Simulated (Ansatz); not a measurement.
Sensitivity of the gradients in Bi₂Se₃ to the input

Cell: a computed structure from the Materials Project (it need not be an observed phase), taken as it stands.

```
CELL_PARAMETERS angstrom
2.09568 1.20994 9.97623
-2.09568 1.20994 9.97623
0.00000 -2.41989 9.97623
ATOMIC_POSITIONS crystal
Bi 0.39843 0.39843 0.39843
Bi 0.60157 0.60157 0.60157
Se 0.00000 0.00000 0.00000
Se 0.21571 0.21571 0.21571
Se 0.78429 0.78429 0.78429
```

Sites (sets of like atoms) are named by element and the number of their first atom in this list.

Reference run. Level of theory: DFT, PBE, plane waves and PAW, scalar-relativistic, 420 eV cutoff, Γ-centred 8×8×8 k-points, Fermi–Dirac smearing 0.02 eV (Ansatz 0.2.0).

Q: The input is changed as follows: `scf.occupations`: {method: fermi_dirac, width: 0.02} → {method: fixed}; `scf.max_iter`: not typed → 80. What happens to V_zz (10²¹ V/m²) and η?

A: 

| site | atom | V_zz reference | η reference | V_zz changed | η changed |
| --- | --- | --- | --- | --- | --- |
| Bi | 1 | 0.38 | 0.00 | 0.38 | 0.00 |
| Se3 | 3 | 7.29 | 0.00 | 7.29 | 0.00 |
| Se4 | 4 | -2.66 | 0.00 | -2.66 | 0.00 |

All printed values agree. The gap of 0.4 eV is far wider than the smearing, so the levels stay full or empty whatever the smearing's form; with a small gap this would fail. SCF iterations: 7 and 7. The changed input holds fixed occupations, which suit only a cell with a gap, which doesn't reach the result here.

On the reference run: Spin–orbit coupling is left out, which shifts gradients on Bi by a few per cent in wide-gap crystals, and can shift them far more where the calculated gap is small or absent, as here. With a gap of 0.4 eV on this mesh, small gradients can still move by 0.1 × 10²¹ V/m² or more as the k-mesh gets denser.
